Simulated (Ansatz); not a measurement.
AlN:
```
CELL_PARAMETERS angstrom
      5.29427     0.00000     0.00000
      0.00000     5.29427     0.00000
      0.00000     0.00000     3.10895
ATOMIC_POSITIONS crystal
  Al 0.32285 0.67715 0.00000
  Al 0.67715 0.32285 0.00000
  Al 0.82285 0.82285 0.50000
  Al 0.17715 0.17715 0.50000
  N  0.31530 0.31530 0.00000
  N  0.68470 0.68470 0.00000
  N  0.18470 0.81530 0.50000
  N  0.81530 0.18470 0.50000
```

Cartesian axes are those of the cell as given.

### Question
Give the high-frequency dielectric tensor and the Born effective charge tensors of the independent atoms from DFPT, DFT-PBEsol in the program Ansatz with PAW potentials.

### Answer

ε∞:
```
4.47  0.00  0.00
0.00  4.47  0.00
0.00  0.00  4.35
```
Z* of atom 1 (Al), rows: field, columns: displacement, in e:
```
 2.57  -0.19   0.00
-0.19   2.57   0.00
 0.00   0.00   2.51
```
Z* of atom 5 (N), rows: field, columns: displacement, in e:
```
-2.57  -0.26   0.00
-0.26  -2.57   0.00
 0.00   0.00  -2.51
```

Space group P4_2/mnm. The start of the workflow was typed in or built on a structure type; neither database checked (COD, Materials Project) lists it. It is not the phase usual at ambient conditions (space group No. 186, 216). The cell was relaxed with PBEsol under the symmetry of its start; its stability against distortions is not shown here.

Potentials: the later of the program's two PAW sets.
